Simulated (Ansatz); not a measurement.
# YI (P-3m1): majority and minority states

```
CELL_PARAMETERS angstrom
3.95597 0.00000 0.00000
-1.97799 3.42597 0.00000
0.00000 0.00000 11.07948
ATOMIC_POSITIONS crystal
Y 0.66667 0.33333 0.62673
Y 0.33333 0.66667 0.37327
I 0.33333 0.66667 0.81998
I 0.66667 0.33333 0.18002
```

The geometry is a structure from the Materials Project, held fixed and not relaxed.

Functional, mesh and filling: LDA, 7×7×3 k mesh, Fermi–Dirac smearing of 0.05 eV. LAPW is all-electron LAPW in Ansatz 0.2.0. Site moments are integrated in spheres about the atoms. Start moments (μB): Y1 0.2, Y2 0.2.

Density of states, smoothed by a Gaussian of 0.15 eV:

| E − E_F (eV) | majority (states/eV/cell) | minority (states/eV/cell) |
| --- | --- | --- |
| -7.00 | 0.00 | 0.00 |
| -6.70 | 0.00 | 0.00 |
| -6.40 | 0.00 | 0.00 |
| -6.10 | 0.00 | 0.00 |
| -5.80 | 0.00 | 0.00 |
| -5.50 | 0.00 | 0.00 |
| -5.20 | 0.20 | 0.11 |
| -4.90 | 1.73 | 1.41 |
| -4.60 | 2.82 | 2.75 |
| -4.30 | 1.57 | 1.67 |
| -4.00 | 2.24 | 2.02 |
| -3.70 | 3.11 | 3.02 |
| -3.40 | 1.95 | 2.36 |
| -3.10 | 1.80 | 1.83 |
| -2.80 | 1.96 | 1.99 |
| -2.50 | 1.49 | 1.56 |
| -2.20 | 0.91 | 0.98 |
| -1.90 | 0.31 | 0.28 |
| -1.60 | 0.73 | 0.14 |
| -1.30 | 0.95 | 0.72 |
| -1.00 | 0.91 | 0.89 |
| -0.70 | 0.87 | 0.95 |
| -0.40 | 2.38 | 0.79 |
| -0.10 | 2.55 | 1.93 |
| 0.20 | 0.71 | 2.84 |
| 0.50 | 0.80 | 0.95 |
| 0.80 | 1.95 | 1.06 |
| 1.10 | 1.46 | 1.99 |
| 1.40 | 1.95 | 1.33 |
| 1.70 | 1.73 | 2.07 |
| 2.00 | 1.04 | 1.71 |
| 2.30 | 1.26 | 1.18 |
| 2.60 | 2.02 | 1.47 |
| 2.90 | 3.16 | 2.60 |
| 3.20 | 3.64 | 3.44 |
| 3.50 | 4.74 | 4.18 |
| 3.80 | 2.81 | 4.31 |

Task: What spin moment does the cell carry?

Result: 1.01 μB. Site moments (μB): Y1 0.27, Y2 0.27, I3 0.02, I4 0.02.

Löwdin populations of d and f shells (filled inner shells left out):

```
shell    up  down
Y1 4d  1.25  0.80
Y2 4d  1.25  0.80
```

The Ansatz runs typed with the search for lower states off end where their start leads. Spin–orbit coupling is left out although heavy atoms are present. The magnetic state is the one that this cell and start allow. It needn't be the compound's measured order, which may need a larger cell or be absent.
